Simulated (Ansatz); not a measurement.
An elastic tensor (GPa, Voigt order, standard axes) from the program Ansatz at the LDA level (PAW):

```
 191   128   110   0.0   0.0   0.0
 128   191   110   0.0   0.0   0.0
 110   110   275   0.0   0.0   0.0
 0.0   0.0   0.0  30.1   0.0   0.0
 0.0   0.0   0.0   0.0  30.1   0.0
 0.0   0.0   0.0   0.0   0.0  31.7
```

### Question
Which compound is it?
A) MoRu, P-6m2 (Mo on 1e, Ru on 1d)
B) Si, P6_3/mmc (Si on 4f)
C) Si3N4, P6_3/m (Si on 6h, N on 2c, N on 6h)
D) SbPt, NiAs type

### Answer
D, SbPt, NiAs type

The workflow started from a Materials Project entry (that database holds measured and hypothetical structures alike); the Crystallography Open Database files this formula in space group No. 194, but the cells were not matched. Its standing as an ambient phase is unchecked. The cell was relaxed with LDA under the symmetry of its start; of distortions, only those at the zone centre were tested. No spin polarisation was allowed. As this level gives no gap, shear constants depend on the k-mesh and smearing (Fermi–Dirac, 0.1 eV here). Spin–orbit coupling is left out wherever it is not named.

Potentials: the later of the program's two PAW sets.
